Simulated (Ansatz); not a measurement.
The start is a generated cell, Rh placed in the omega structure type. The structure is fully relaxed (lattice and positions, P = 0) with PBE (plane waves to 420 eV, PAW, scalar-relativistic; Ansatz, an electronic-structure program). The first steps use a coarse 9×9×12 k-mesh.

Starting cell:
```
CELL_PARAMETERS angstrom
      4.26075     0.00000     0.00000
     -2.13038     3.68992     0.00000
      0.00000     0.00000     2.59146
ATOMIC_POSITIONS crystal
  Rh 0.00000 0.00000 0.00000
  Rh 0.33333 0.66667 0.50000
  Rh 0.66667 0.33333 0.50000
```

### Question
How large is the pressure on the unrelaxed cell, and of which sign?

### Answer
+17.2 GPa (positive: the cell is compressed).

### Question
By how much does the energy per atom fall from start to end?

### Answer
0.04 eV/atom.

### Question
How does the volume per atom move from start to end?

### Answer
+6.3 %, from 13.58 to 14.44 Å³/atom.

### Question
How do the shortest distances between atoms change?

### Answer
The closest pairs of elements (up to four, under 3.6 Å), start → end: Rh–Rh 2.46 → 2.50 Å.

### Question
What band gap does the relaxed structure have at this level?

### Answer
Zero (metallic).

### Question
What does it relax into? Give the structure.

### Answer

```cif
data_Rh3
_chemical_formula_sum 'Rh3'
_space_group_name_H-M_alt 'P6/mmm'
_space_group_IT_number 191
_space_group_name_Hall '-P 6 2'
_cell_length_a 4.33786
_cell_length_b 4.33786
_cell_length_c 2.65877
_cell_angle_alpha 90.000
_cell_angle_beta 90.000
_cell_angle_gamma 120.000
loop_
_atom_site_label
_atom_site_type_symbol
_atom_site_symmetry_multiplicity
_atom_site_Wyckoff_symbol
_atom_site_fract_x
_atom_site_fract_y
_atom_site_fract_z
_atom_site_occupancy
Rh1 Rh 1 a 0.00000 0.00000 0.00000 1
Rh2 Rh 2 d 0.33333 0.66667 0.50000 1
```

The space group stays P6/mmm (No. 191) (the run could not lower it), with 3 atoms in the primitive cell. Final values are on a 12×12×17 k-mesh of the relaxed cell. No spin polarisation in the result.

The run could not lose the symmetry of its start: the end is stationary, and may be a saddle point rather than a minimum.

All atoms sit on sites fixed by symmetry, so only the cell could relax.

The relaxed structure here is a generated cell of Rh: the first start was made by placing the elements on the sites of a structure type, and the end was not matched to a known phase here, so it may be hypothetical. Known forms of Rh include space group No. 225.
